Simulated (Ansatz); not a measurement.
RuP₂ (space group Pnnm)

```xyz
6
Lattice="5.0768 0.0000 0.0000 0.0000 5.8388 0.0000 0.0000 0.0000 2.8501" Properties=species:S:1:pos:R:3 pbc="T T T"
P      1.7123     5.0906     1.4251
P      3.3646     0.7481     1.4251
P      4.2507     3.6675     0.0000
P      0.8262     2.1713     0.0000
Ru     2.5384     2.9194     1.4251
Ru     0.0000     0.0000     0.0000
```

The slice is a (010) plane (indices of the conventional cell) through the point (0.163, 0.372, 0.000) (fractional), spanned by u = [001] and v = [100] in vectors of this cell: u (2.85 Å) and v (5.08 Å, at 90° to u). It covers one period; positions are fractions (u, v).

Method: LDA (plane waves to 420 eV, PAW, scalar-relativistic; Ansatz, a quantum-chemistry and plane-wave program). k mesh 7×6×12. These are valence fields of a PAW run, semicore shells included where kept as valence: close to a nucleus they are smooth pseudo fields. RuP2 is run without spin polarisation. RuP2 was relaxed with its symmetry unable to fall.

Q: Predict the map of the valence electron density on the slice.

A: 
```
|--==******++====++******==|
|********++========++******|
|####****++==----==++****##|
|******++==--::::--==++****|
|**++++==--::::::::--==++++|
|======----::::::::----====|
|==--------::::::::--------|
|--------------------------|
|--------------------------|
|--------============------|
|------==++++++++++++==----|
|----==++++********++++==--|
|--====++**########**++====|
|====++**##%%%%%%%%##**++==|
|====++**##@@@@@@@@##**++==|
|====++**%%@@@@@@@@%%**++==|
|==++++**##@@@@@@@@##**++++|
|++++++**##%%%%%%%%##**++++|
|**********########********|
|####********************##|
|########****++++****######|
|****####****++++****####**|
|--==**##**++++++++**##**==|
|  --**##**++++++++**##**--|
```
Scale: ten equal steps from -1.54 (start of ' ') to 0.37 (end of '@'), in the order ' .:-=+*#%@'. Values: log₁₀ of the valence density in e/Å³. The map has 13 points along u (two characters each, u = 0 at the left) and 24 along v (v = 0 in the bottom row). The scale is logarithmic, as a density can span decades between atoms and voids.
